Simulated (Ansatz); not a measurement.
FeB2 in space group P6/mmm (No. 191; B on 2d, Fe on 1a) under volume change, r²SCAN in the plane-wave PAW code Ansatz, shape and atoms relaxed at each volume.

| V (Å³/atom) | E − E(relaxed) (meV/atom) | P (GPa) |
|---|---|---|
| 7.386 | 44.0 | 20.69 |
| 7.629 | 19.3 | 12.53 |
| 7.873 | 4.9 | 6.56 |
| 8.116 | 0.0 | 0.00 |
| 8.360 | 4.2 | -5.51 |
| 8.603 | 16.7 | -10.75 |
| 8.847 | 36.3 | -14.98 |

What does a third-order Birch–Murnaghan fit give for V₀, B₀ and B′?

V₀ = 8.12 Å³/atom, B₀ = 195 GPa, B′ = 2.4.

The workflow started from an entry of the Crystallography Open Database (COD). Its standing as an ambient phase is unchecked. The r²SCAN relaxation kept the symmetry of its start; its stability against distortions is not shown here. Magnetic state: ferromagnetic, chosen from 5 collinear starts compared on coarse meshes (ties went to the first, and starts can fall back to one state), not a proven ground state. Other orbital occupations within this spin state were not tried.

Potentials: the later of the program's two PAW sets.
